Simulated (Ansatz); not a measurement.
GeSe:
```xyz
8
Lattice="10.6303 0.0000 0.0000 0.0000 3.8329 0.0000 0.0000 0.0000 4.2000" Properties=species:S:1:pos:R:3 pbc="T T T"
Ge     1.2700     0.9582     0.4426
Ge     4.0452     2.8747     2.5427
Ge     9.3603     2.8747     3.7574
Ge     6.5851     0.9582     1.6574
Se     9.1038     0.9582     2.0660
Se     6.8417     2.8747     4.1660
Se     1.5265     2.8747     2.1341
Se     3.7886     0.9582     0.0340
```

Relaxed with LDA.

Task: Give the Bader charges and basin volumes of the independent atoms, the program Ansatz at the LDA level (PAW).

Result: 

```tsv
atom	Bader charge (e)	Bader volume (Å³)
Ge1	+0.61	18.1
Se5	-0.61	24.7
```

Space group Pnma. The cell was relaxed with LDA under the symmetry of its start. A crystal of weakly bound layers computed without a dispersion correction: the cell and the soft elastic constants depend strongly on that.

Potentials: the later of the program's two PAW sets.
